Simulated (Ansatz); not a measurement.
# How stiff is this cell of AlRu?

Cell: an entry of the Crystallography Open Database (COD), whose atoms a relaxation with PBE at fixed cell left in place.

```
Al Ru
1.0
     2.99160    0.00000    0.00000
     0.00000    2.99160    0.00000
     0.00000    0.00000    2.99160
Al Ru
1 1
Cartesian
  0.0000 0.0000 0.0000
  1.4958 1.4958 1.4958
```

Atoms are numbered from 1 in the order listed; like atoms form one site, named after its first atom.

Level of theory: DFT, PBE, plane waves and PAW, scalar-relativistic, 420 eV cutoff, Γ-centred 16×16×16 k-points, Fermi–Dirac smearing 0.05 eV (Ansatz 0.2.0).

The cell is stretched along z (the third Cartesian axis of the run's cell), x and y held, and the ions relax again each time. Tension counts as positive.

```
strain along z (%)  stress along z (GPa)  stress along x (GPa)
                -3                 -13.6                  -7.7
                -2                  -9.7                  -5.9
                -1                  -6.0                  -4.2
                 0                  -2.6                  -2.6
                +1                   0.6                  -1.1
                +2                     ?                     ?
                +3                   6.3                   1.7
```

(1) Estimate the row at +2 % from the others.

Results:

(1) stress along z (GPa): 3.5; stress along x (GPa): 0.4. Worked: parabolas through the other 6 rows give 3.6 and 0.4 GPa at +2 %. Their slopes at zero strain are 332 GPa (C₁₁) and 158 GPa (C₁₂). They hold at this cell, where the calculated pressure is 2.6 GPa, and with no gap in the run.

All values belong to this cell and structure model.
